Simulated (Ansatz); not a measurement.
## Ru: from a starting cell to a relaxed one

The start is a relaxed Ru cell displaced along its unstable phonon at q = (½, ½, 0) of its primitive reciprocal cell (264i cm⁻¹), largest move 0.15 Å. The cell and all atomic positions are relaxed at zero pressure with r2SCAN (plane waves to 500 eV, PAW, scalar-relativistic; Ansatz, an electronic-structure program). First-step values are on the input's coarse k-mesh.

Ansatz input (later rounds restart from its end on a renewed k-mesh):
Ansatz 0.2 input:
```yaml
crystal:
  lattice:
    - [-3.1995172834, 3.1995172834, 2.7285701444]
    - [0, 0, 2.7285701444]
    - [1.5997586417, 1.5997586417, -1.3642850722]
  atoms:
    - { symbol: Ru, position: [0, -0.0331506311, -0.0663012622] }
    - { symbol: Ru, position: [0.5, 0.0331506311, 1.0663012622] }
basis: { ecutwfc: 500, ecutrho_ratio: 4, xc_grid: 4, fft_grid_basis: typed }
kpoints: { mp_grid: { grid: [15, 15, 15] } }
hamiltonian:
  xc: r2scan
  dispersion: none
  pseudopotentials: { azcp: { folder: ./paw }, kind: paw }
scf: { occupations: { method: fermi_dirac, width: 0.05 } }
relax: { f_tol: 0.01, max_steps: 100, cell: { stress_tol: 0.02 } }
output: { forces: true, stress: true }
```

Problem. Which atoms feel the largest initial force, and how large is it?

Solution. 2.04 eV/Å, on Ru1, Ru2 (atoms numbered as listed).

Problem. How much energy is released per atom?

Solution. 0.36 eV/atom.

Problem. How does the volume change?

Solution. -3.2 %, from 13.97 to 13.51 Å³/atom.

Problem. Does it find its way back to the structure it was made from?

Solution. It does not go back: it reaches P6₃/mmc (No. 194), hcp (Mg type), 0.58 eV/atom below the parent.

Problem. How do the shortest distances between atoms change?

Solution. The closest pairs of elements (up to four, under 3.6 Å), start → end: Ru–Ru 2.64 → 2.64 Å.

Problem. What band gap does the relaxed structure have at this level?

Solution. Zero (metallic).

Problem. What does it relax into? Give the structure.

Solution. 
Space group P6₃/mmc (No. 194); a = b = 2.706 Å, c = 4.262 Å, α = β = 90.00°, γ = 120.00°

```tsv
atom	site	symmetry	x	y	z
Ru	2d	-6m2	0.6667	0.3333	0.2500
```

Final values are on a 20×20×11 k-mesh of the relaxed cell. No spin polarisation in the result.

The run could not lose the symmetry of its start.

Of the parent cell (I4/mmm (No. 139)): it is a generated cell of Ru: the first start was made by placing the elements on the sites of a structure type, and the end was not matched to a known phase here, so it may be hypothetical. Known forms of Ru include space group No. 194.
